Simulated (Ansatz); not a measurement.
CdSe (zinc blende, F-43m), a = 6.196 Å, b = 6.196 Å, c = 6.196 Å, α = 90.00°, β = 90.00°, γ = 90.00°; the cell used has 2 atoms.

Relaxed with PBE.

**Question.** Give the optical modes at the zone centre with their infrared activity from DFPT, plane-wave PAW PBE (Ansatz code).

**Answer.** Transverse frequencies, without the LO–TO term; a row sums one degenerate level.

| ω (cm⁻¹) | degeneracy | IR ((D/Å)²/amu) | activity | symmetry |
|---|---|---|---|---|
| 154 | 3 | 8.01 | IR | T2 |

**Question.** How high does the top mode go among those that the LO–TO term moves?

**Answer.** 189 cm⁻¹ for q along x.

The PBE relaxation kept the symmetry of its start; phonons on a q-mesh show no instability.

Potentials: the later of the program's two PAW sets.
